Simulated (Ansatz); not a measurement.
InAs (zinc blende)

```
InAs
1.0
    0.00000     6.18632     6.18632
    3.09316     0.00000     3.09316
    3.09316     3.09316     0.00000
As In
2 2
Cartesian
  4.63974   4.63974   4.63974
  4.63974   7.73291   7.73291
  0.00000   0.00000   0.00000
  0.00000   3.09316   3.09316
```

In this cell atom 4 (In, nearest neighbour As at 2.679 Å; its periodic images, 4.4 Å or more away, move with it) is moved by s along Cartesian [111], unit vector (0.577, 0.577, 0.577); all other atoms and the cell stay fixed.

These are PBE (plane waves to 420 eV, PAW, scalar-relativistic; Ansatz, a program for electronic structure) values and carry that method's errors. k mesh 4×8×8 (Γ-centred), Fermi-Dirac smearing 0.05 eV. Energies are smeared free energies. With partly filled bands, energies and forces of such displacements shift with the k mesh and the smearing. At this level the bands of InAs touch or barely overlap; measurements give the solid a gap. InAs was relaxed with its symmetry unable to fall. The zero of ΔE is the undisplaced structure. The last digit holds for this mesh only.

```tsv
s (Å)	ΔE (meV/cell)
-0.540	1775.2
-0.432	withheld
-0.324	493.7
-0.216	194.6
-0.108	43.2
0.000	0.0
0.108	34.3
0.216	122.8
0.324	247.3
0.432	391.7
0.540	543.1
```

Problem. Fit a polynomial form (powers 2, 3, 4) to the given rows and predict ΔE at s = -0.432.

Solution. Least squares on the 10 given rows: ΔE = (3318)·s² + (-3887)·s³ + (2264)·s⁴, in meV/cell with s in Å; root-mean-square residual 5.33 meV/cell. At -0.432 the fit gives 1011.4 meV/cell; the calculation gives 994.9 meV/cell, so the interpolation is off by 16.5 (+1.7 %). The quadratic term alone would give 619.2 meV/cell.

(A displaced cell: forces are minus the slopes of the energy, force constants its curvatures, and phonons follow from these.)
